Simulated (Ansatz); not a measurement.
## Profile along the Au–Au line in Au (fcc, Cu type)

Au (fcc, Cu type), conventional cell a = 4.157 Å, b = 4.157 Å, c = 4.157 Å, α = 90.00°, β = 90.00°, γ = 90.00°. The calculation uses the primitive cell of 1 atom, to which meshes and values per cell refer.

Fields along a shortest Au–Au line of a {100} plane (2.94 Å), from Au to Au, interpolated on the slice's grid (step about 0.1 Å). Method: PBE (plane waves to 420 eV, PAW, scalar-relativistic; Ansatz, a program for electronic structure). k mesh 19×19×19. Inside the PAW spheres the values are not all-electron values, and peaks at nuclei hang on which shells count as valence. Au was relaxed with its symmetry unable to fall. Spin-orbit coupling is left out, though Au is heavy.

| distance from Au (Å) | valence electron density (e/Å³) | electron localisation function |
|---|---|---|
| 0.00 | 15.02 | x |
| 0.15 | 13.97 | x |
| 0.29 | 11.57 | x |
| 0.44 | 8.63 | x |
| 0.59 | 5.76 | 0.56 |
| 0.73 | 3.29 | 0.50 |
| 0.88 | 1.48 | 0.42 |
| 1.03 | 0.69 | 0.32 |
| 1.18 | 0.42 | 0.25 |
| 1.32 | 0.28 | 0.21 |
| 1.47 | 0.26 | 0.20 |
| 1.62 | 0.28 | 0.21 |
| 1.76 | 0.42 | 0.25 |
| 1.91 | 0.69 | 0.32 |
| 2.06 | 1.48 | 0.42 |
| 2.21 | 3.29 | 0.50 |
| 2.35 | 5.76 | 0.56 |
| 2.50 | 8.63 | x |
| 2.65 | 11.57 | x |
| 2.79 | 13.97 | x |
| 2.94 | 15.02 | x |

x: too close to a nucleus for the ELF to mean much.

Density on the Au–Au line (2.94 Å) at its midpoint: 0.26 e/Å³. ELF at that point: 0.20.
